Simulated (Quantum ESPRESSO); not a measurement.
NbHfTaF2O6, one run as intended and one with a planted mistake

Computed values, not a measurement. The program is pw.x of Quantum ESPRESSO 7.5 (plane-wave density functional theory). The cell is made up: 11 atoms on a rutile lattice with one site empty, with randomly drawn elements, strain and displacements, not relaxed. PseudoDojo standard norm-conserving files (v0.5 for PBE, v0.4.1 for LDA and PBEsol) set the functional; there is no spin polarisation, spin-orbit coupling or dispersion term, and the masses in the input are unused placeholders.

The hafnium pseudopotential is less sure than the others, with forces about 3 percent (worst 6) and pressure in oxides about 1.5 GPa (worst 2.7) from a second method in checks, which no rerun with the same files tests.

Intended input:

```
&control calculation='scf', pseudo_dir='./dojo.nc.sr.pbe.v0_5.standard.upf', outdir='./o', disk_io='medium', tprnfor=.true., tstress=.true. /
&system ibrav=0, nat=11, ntyp=5, nbnd=50, ecutwfc=84.00895049, nosym=.true., tot_charge=0,
 occupations='smearing', smearing='fd', degauss=0.0018374661
/
&electrons conv_thr=7.350e-09, electron_maxstep=60, /
ATOMIC_SPECIES
F 1.0 F.upf
Hf 1.0 Hf.upf
Nb 1.0 Nb.upf
O 1.0 O.upf
Ta 1.0 Ta.upf
CELL_PARAMETERS angstrom
4.9946 0.0 0.0
0.0 4.9946 0.0
0.0 0.0 6.6048
ATOMIC_POSITIONS angstrom
Nb -0.04 -0.0219 -0.0586
Hf 0.0015 0.021 3.2912
Ta 2.5717 2.4764 5.0452
F 1.4598 1.5458 -0.0911
O 3.3631 3.3784 0.0035
O 4.0052 1.0283 1.6571
F 0.9791 4.1562 1.5972
O 1.5139 1.4817 3.436
O 3.3788 3.491 3.2776
O 4.0741 1.0377 4.8962
O 0.9256 4.0686 4.9234
K_POINTS automatic
5 5 4 1 1 1
```

The log is shortened where brackets say so; the opening notice, blank lines, dates and the lines on written files are dropped, and the path of the files is cut. It prints rydbergs, bohrs and kilobars, and counts compression as positive stress. Where no state is partly filled, the Fermi energy that it prints is only some level between the filled and the empty states on the mesh, and need not lie in the true gap.

Log of the intended run:

```
     Program PWSCF v.7.5
     Parallel version (MPI & OpenMP), running on       1 processor cores
     Number of MPI processes:                 1
     Threads/MPI process:                     1
     [start-up lines left out]
     bravais-lattice index     =            0
     lattice parameter (alat)  =       9.4384  a.u.
     unit-cell volume          =    1111.8794 (a.u.)^3
     number of atoms/cell      =           11
     number of atomic types    =            5
     number of electrons       =        88.00
     number of Kohn-Sham states=           50
     kinetic-energy cutoff     =      84.0090  Ry
     charge density cutoff     =     336.0358  Ry
     scf convergence threshold =      7.3E-09
     mixing beta               =       0.7000
     number of iterations used =            8  plain     mixing
     Exchange-correlation= PBE
                           (   1   4   3   4   0   0   0)
     [axes and pseudopotential details left out]
   Cartesian axes
     site n.     atom                  positions (alat units)
         1        Nb     tau(   1) = (  -0.0080086  -0.0043847  -0.0117327  )
         2        Hf     tau(   2) = (   0.0003003   0.0042045   0.6589517  )
         3        Ta     tau(   3) = (   0.5148961   0.4958155   1.0101309  )
         4        F      tau(   4) = (   0.2922757   0.3094943  -0.0182397  )
         5        O      tau(   5) = (   0.6733472   0.6764105   0.0007008  )
         6        O      tau(   6) = (   0.8019061   0.2058824   0.3317783  )
         7        F      tau(   7) = (   0.1960317   0.8321387   0.3197854  )
         8        O      tau(   8) = (   0.3031074   0.2966604   0.6879430  )
         9        O      tau(   9) = (   0.6764906   0.6989549   0.6562287  )
        10        O      tau(  10) = (   0.8157010   0.2077644   0.9802987  )
        11        O      tau(  11) = (   0.1853201   0.8145998   0.9857446  )
     number of k points=    50  Fermi-Dirac smearing, width (Ry)=  0.0018
                       cart. coord. in units 2pi/alat
        k(    1) = (   0.1000000   0.1000000   0.0945260), wk =   0.0400000
        k(    2) = (   0.1000000   0.1000000   0.2835779), wk =   0.0400000
     [further k points left out]
     Dense  grid:   115761 G-vectors     FFT dimensions: (  60,  60,  75)
     Estimated max dynamical RAM per process >     195.25 MB
     Initial potential from superposition of free atoms
     starting charge      87.9949, renormalised to      88.0000
     Starting wfcs are   62 randomized atomic wfcs
     total cpu time spent up to now is       13.3 secs
     per-process dynamical memory:   106.4 Mb
     Self-consistent Calculation
     iteration #  1     ecut=    84.01 Ry     beta= 0.70
     Davidson diagonalization with overlap
     ethr =  1.00E-02,  avg # of iterations =  2.0
     total cpu time spent up to now is       38.4 secs
     total energy              =    -661.68708536 Ry
     estimated scf accuracy    <       6.53383717 Ry
     iteration #  2     ecut=    84.01 Ry     beta= 0.70
     Davidson diagonalization with overlap
     ethr =  7.42E-03,  avg # of iterations =  6.6
     total cpu time spent up to now is       81.2 secs
     total energy              =    -655.70678019 Ry
     estimated scf accuracy    <      83.20040716 Ry
     [iterations 3 to 18 left out]
     iteration # 19     ecut=    84.01 Ry     beta= 0.70
     Davidson diagonalization with overlap
     ethr =  1.03E-10,  avg # of iterations =  2.5
     total cpu time spent up to now is      568.5 secs
     total energy              =    -665.37585726 Ry
     estimated scf accuracy    <       0.00000003 Ry
     iteration # 20     ecut=    84.01 Ry     beta= 0.70
     Davidson diagonalization with overlap
     ethr =  3.63E-11,  avg # of iterations =  2.0
     total cpu time spent up to now is      592.6 secs
     End of self-consistent calculation
     [lines on levels left out]
     the Fermi energy is     6.4537 ev
!    total energy              =    -665.37585726 Ry
     estimated scf accuracy    <          1.6E-09 Ry
     smearing contrib. (-TS)   =      -0.00000004 Ry
     internal energy E=F+TS    =    -665.37585722 Ry
     The total energy is F=E-TS. E is the sum of the following terms:
     one-electron contribution =    -266.82419170 Ry
     hartree contribution      =     169.30284961 Ry
     xc contribution           =    -155.10796013 Ry
     ewald contribution        =    -412.74655500 Ry
     convergence has been achieved in  20 iterations
     Forces acting on atoms (cartesian axes, Ry/au):
     atom    1 type  3   force =    -0.13726870    0.00695439    0.08012800
     atom    2 type  2   force =    -0.02757759    0.03529890   -0.07342419
     atom    3 type  5   force =     0.03674021    0.06921532   -0.23854013
     atom    4 type  1   force =    -0.02591018   -0.03335309   -0.01690291
     atom    5 type  4   force =     0.06928136    0.06723851   -0.09034525
     atom    6 type  4   force =     0.10976675   -0.11728318   -0.10978952
     atom    7 type  1   force =    -0.02058169    0.00983906   -0.04653949
     atom    8 type  4   force =    -0.00571067   -0.00468849    0.12192901
     atom    9 type  4   force =     0.01375991   -0.00791582    0.17449061
     atom   10 type  4   force =    -0.01593307   -0.01123148    0.09824710
     atom   11 type  4   force =     0.00343369   -0.01407414    0.10074678
     Total force =     0.471021     Total SCF correction =     0.000110
     Computing stress (Cartesian axis) and pressure
          total   stress  (Ry/bohr**3)                   (kbar)     P=     -213.20
  -0.00119910  -0.00027060  -0.00000448         -176.39      -39.81       -0.66
  -0.00027060  -0.00120765  -0.00015386          -39.81     -177.65      -22.63
  -0.00000448  -0.00015386  -0.00194109           -0.66      -22.63     -285.54
     init_run     :     12.55s CPU     13.20s WALL (       1 calls)
     electrons    :    574.66s CPU    579.30s WALL (       1 calls)
     forces       :      5.64s CPU      5.68s WALL (       1 calls)
     stress       :     21.17s CPU     21.28s WALL (       1 calls)
     [timing details left out]
     PWSCF        :  10m14.18s CPU  10m19.77s WALL
     JOB DONE.
```

A second run has one planted mistake: the cell has the wrong charge. The input lines that differ, file-writing options aside:

```
- &system ibrav=0, nat=11, ntyp=5, nbnd=50, ecutwfc=84.00895049, nosym=.true., tot_charge=0,
+ &system ibrav=0, nat=11, ntyp=5, nbnd=51, ecutwfc=84.00895049, nosym=.true., tot_charge=-1,
```

Its log:

```
     Program PWSCF v.7.5
     Parallel version (MPI & OpenMP), running on       1 processor cores
     Number of MPI processes:                 1
     Threads/MPI process:                     1
     [start-up lines left out]
     bravais-lattice index     =            0
     lattice parameter (alat)  =       9.4384  a.u.
     unit-cell volume          =    1111.8794 (a.u.)^3
     number of atoms/cell      =           11
     number of atomic types    =            5
     number of electrons       =        89.00
     number of Kohn-Sham states=           51
     kinetic-energy cutoff     =      84.0090  Ry
     charge density cutoff     =     336.0358  Ry
     scf convergence threshold =      7.3E-09
     mixing beta               =       0.7000
     number of iterations used =            8  plain     mixing
     Exchange-correlation= PBE
                           (   1   4   3   4   0   0   0)
     [axes and pseudopotential details left out]
   Cartesian axes
     site n.     atom                  positions (alat units)
         1        Nb     tau(   1) = (  -0.0080086  -0.0043847  -0.0117327  )
         2        Hf     tau(   2) = (   0.0003003   0.0042045   0.6589517  )
         3        Ta     tau(   3) = (   0.5148961   0.4958155   1.0101309  )
         4        F      tau(   4) = (   0.2922757   0.3094943  -0.0182397  )
         5        O      tau(   5) = (   0.6733472   0.6764105   0.0007008  )
         6        O      tau(   6) = (   0.8019061   0.2058824   0.3317783  )
         7        F      tau(   7) = (   0.1960317   0.8321387   0.3197854  )
         8        O      tau(   8) = (   0.3031074   0.2966604   0.6879430  )
         9        O      tau(   9) = (   0.6764906   0.6989549   0.6562287  )
        10        O      tau(  10) = (   0.8157010   0.2077644   0.9802987  )
        11        O      tau(  11) = (   0.1853201   0.8145998   0.9857446  )
     number of k points=    50  Fermi-Dirac smearing, width (Ry)=  0.0018
                       cart. coord. in units 2pi/alat
        k(    1) = (   0.1000000   0.1000000   0.0945260), wk =   0.0400000
        k(    2) = (   0.1000000   0.1000000   0.2835779), wk =   0.0400000
     [further k points left out]
     Dense  grid:   115761 G-vectors     FFT dimensions: (  60,  60,  75)
     Estimated max dynamical RAM per process >     196.37 MB
     Initial potential from superposition of free atoms
     starting charge      87.9949, renormalised to      89.0000
     Starting wfcs are   62 randomized atomic wfcs
     total cpu time spent up to now is       13.6 secs
     per-process dynamical memory:   106.6 Mb
     Self-consistent Calculation
     iteration #  1     ecut=    84.01 Ry     beta= 0.70
     Davidson diagonalization with overlap
     ethr =  1.00E-02,  avg # of iterations =  2.0
     total cpu time spent up to now is       39.4 secs
     total energy              =    -661.56103031 Ry
     estimated scf accuracy    <       5.70781895 Ry
     iteration #  2     ecut=    84.01 Ry     beta= 0.70
     Davidson diagonalization with overlap
     ethr =  6.41E-03,  avg # of iterations =  6.7
     total cpu time spent up to now is       86.0 secs
     total energy              =    -655.73326434 Ry
     estimated scf accuracy    <      74.13465060 Ry
     [iterations 3 to 18 left out]
     iteration # 19     ecut=    84.01 Ry     beta= 0.70
     Davidson diagonalization with overlap
     ethr =  7.16E-11,  avg # of iterations =  3.4
     total cpu time spent up to now is      698.6 secs
     total energy              =    -664.84649343 Ry
     estimated scf accuracy    <       0.00000003 Ry
     iteration # 20     ecut=    84.01 Ry     beta= 0.70
     Davidson diagonalization with overlap
     ethr =  3.48E-11,  avg # of iterations =  2.0
     total cpu time spent up to now is      724.4 secs
     End of self-consistent calculation
     [lines on levels left out]
     the Fermi energy is     7.6309 ev
!    total energy              =    -664.84649343 Ry
     estimated scf accuracy    <          3.8E-09 Ry
     smearing contrib. (-TS)   =      -0.00190819 Ry
     internal energy E=F+TS    =    -664.84458524 Ry
     The total energy is F=E-TS. E is the sum of the following terms:
     one-electron contribution =    -266.90660474 Ry
     hartree contribution      =     170.94686741 Ry
     xc contribution           =    -156.13829292 Ry
     ewald contribution        =    -412.74655500 Ry
     convergence has been achieved in  20 iterations
     Forces acting on atoms (cartesian axes, Ry/au):
     atom    1 type  3   force =    -0.12140577    0.01153619    0.07446272
     atom    2 type  2   force =    -0.03433614    0.04687759   -0.07197247
     atom    3 type  5   force =     0.05187988    0.06785842   -0.19857833
     atom    4 type  1   force =    -0.01355327   -0.02194822   -0.02197916
     atom    5 type  4   force =     0.04174064    0.04122487   -0.10724893
     atom    6 type  4   force =     0.10796265   -0.11477763   -0.07529585
     atom    7 type  1   force =    -0.01186310   -0.00122317   -0.01314646
     atom    8 type  4   force =    -0.01480224   -0.01012411    0.11306135
     atom    9 type  4   force =     0.01866080   -0.00235204    0.16767258
     atom   10 type  4   force =    -0.03509518    0.00720864    0.06079658
     atom   11 type  4   force =     0.01081174   -0.02428056    0.07222798
     Total force =     0.418433     Total SCF correction =     0.000108
     Computing stress (Cartesian axis) and pressure
          total   stress  (Ry/bohr**3)                   (kbar)     P=      -73.23
  -0.00027293  -0.00021261   0.00000873          -40.15      -31.28        1.28
  -0.00021261  -0.00027270  -0.00019829          -31.28      -40.12      -29.17
   0.00000873  -0.00019829  -0.00094773            1.28      -29.17     -139.42
     init_run     :     12.81s CPU     13.50s WALL (       1 calls)
     electrons    :    702.79s CPU    710.82s WALL (       1 calls)
     forces       :      6.20s CPU      6.25s WALL (       1 calls)
     stress       :     23.96s CPU     24.10s WALL (       1 calls)
     [timing details left out]
     PWSCF        :  12m25.91s CPU  12m34.93s WALL
     JOB DONE.
```

|  | intended run | run with the mistake |
| --- | --- | --- |
| free energy (eV) | -9052.900 | -9045.697 |
| smearing term -TS (eV) | 0.0000 | -0.0260 |
| pressure (GPa) | -21.32 | -7.32 |
| largest force component (eV/Å) | 6.133 | 5.106 |
| largest change of a force component (eV/Å) |  | 1.027 |
| iterations | 20 | 20 |

For scale, a rerun of the intended cell at 1467 eV and a 7 x 7 x 6 mesh moved values by no more than 0.004 eV in energy, 0.03 GPa in stress and 0.002 eV/Å in force. The charged cell sits in a uniform background, so its energy and stress rest on the program's zero of potential. The number of bands, nbnd, was set by rule from the electron count and the smearing, so it follows the mistake.